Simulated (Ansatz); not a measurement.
# Point defect: Br on a Se site in InSe

These are results of DFT PBE+D3(BJ), scalar-relativistic, plane waves, PAW (Ansatz), not measurements. Settings: 420 eV cutoff, 3×3×2 k-mesh, shifted by half a step, Gaussian smearing of 0.02 eV, collinear spin in charge 0 alone.

Host crystal, relaxed:

```cif
data_structure
_symmetry_space_group_name_H-M 'P 1'
_symmetry_Int_Tables_number 1
_cell_length_a 4.0318
_cell_length_b 4.0318
_cell_length_c 16.7624
_cell_angle_alpha 90.000
_cell_angle_beta 90.000
_cell_angle_gamma 120.000
_cell_volume 235.97
loop_
_atom_site_label
_atom_site_type_symbol
_atom_site_fract_x
_atom_site_fract_y
_atom_site_fract_z
_atom_site_occupancy
In1 In 0.33333 0.66667 0.16666 1
In2 In 0.66667 0.33333 0.66666 1
In3 In 0.33333 0.66667 0.33334 1
In4 In 0.66667 0.33333 0.83334 1
Se1 Se 0.33333 0.66667 0.58987 1
Se2 Se 0.66667 0.33333 0.08987 1
Se3 Se 0.33333 0.66667 0.91013 1
Se4 Se 0.66667 0.33333 0.41013 1
```

Supercell of 32 atoms, rows in host cell vectors: 0 -2 0; 2 2 0; 0 0 1. Atoms relax at the host's cell, keeping the symmetry that the supercell leaves at the site. The cell is small, so energies carry finite-size errors of tenths of an eV. The host's Kohn–Sham gap is 0.37 eV.

Defect: Br on a Se site at (0.333, 0.667, 0.590) of the host cell, charge 0.

Question: Give the relaxed supercell.

Answer:
```
CELL_PARAMETERS angstrom
4.03177 -6.98323 0.00000
4.03177 6.98323 0.00000
0.00000 0.00000 16.76237
ATOMIC_POSITIONS crystal
In 0.33333 0.16667 0.16528
In 0.83353 0.16707 0.16575
In 0.33293 0.66647 0.16575
In 0.83353 0.66647 0.16575
In 0.70912 0.35456 0.67127
In 0.14544 0.35456 0.67127
In 0.66667 0.83333 0.66506
In 0.14544 0.79088 0.67127
In 0.33333 0.16667 0.33196
In 0.83362 0.16723 0.33234
In 0.33277 0.66638 0.33234
In 0.83362 0.66638 0.33234
In 0.66782 0.33391 0.83612
In 0.16609 0.33391 0.83612
In 0.66667 0.83333 0.83204
In 0.16609 0.83218 0.83612
Br 0.33333 0.16667 0.59980
Se 0.83074 0.16147 0.58441
Se 0.33853 0.66926 0.58441
Se 0.83074 0.66926 0.58441
Se 0.66684 0.33342 0.08874
Se 0.16658 0.33342 0.08874
Se 0.66667 0.83333 0.08932
Se 0.16658 0.83316 0.08874
Se 0.33333 0.16667 0.91161
Se 0.83171 0.16341 0.91087
Se 0.33659 0.66829 0.91087
Se 0.83171 0.66829 0.91087
Se 0.66607 0.33304 0.40919
Se 0.16696 0.33304 0.40919
Se 0.66667 0.83333 0.40888
Se 0.16696 0.83393 0.40919
```
Around the defect: 3 In at 2.88 Å. The run ended with a moment of 0.56 μB, which may not be the ground spin state.